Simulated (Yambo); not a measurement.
```
CELL_PARAMETERS angstrom
      3.98333     0.00000     0.00000
      0.00000     2.86259     2.87534
      0.00000    -2.86259     2.87534
ATOMIC_POSITIONS crystal
  O  0.50000 0.97843 0.49135
  O  0.50000 0.49135 0.97843
  O  0.00000 0.48820 0.48820
  Ti 0.50000 0.51850 0.51850
  Ba 0.00000 0.00341 0.00341
```

BaTiO3 (space group Amm2, No. 38): mean Im ε in 1 eV windows above the direct gap of 4.20 eV, for different electron-hole kernels (Yambo, broadening 0.15 eV, PBEsol (pw.x of Quantum ESPRESSO, ONCV potentials, scalar-relativistic) bands; 6×6×6 mesh, 9 valence and 7 conduction bands, static screening with 44 bands and a 3 Ry block, scissor 1.64 eV, Tamm-Dancoff; field along x).

```csv
window (eV),independent quasiparticles,RPA (no attraction),BSE
4.2 to 5.2,3.5,3.0,7.9
5.2 to 6.2,7.3,6.9,3.3
6.2 to 7.2,3.9,4.1,3.9
7.2 to 8.2,3.3,3.1,4.0
```

This run doesn't resolve bound excitons or single peaks, so only averages are given, and they too depend on the mesh; weight that the attraction moves below the gap isn't listed. All transitions below 9.01 eV are in the band window. The scissor comes from a G0W0 run whose convergence isn't established.

Geometry of the Materials Project entry, not relaxed at this level.

This is not the ordinary phase of the substance.
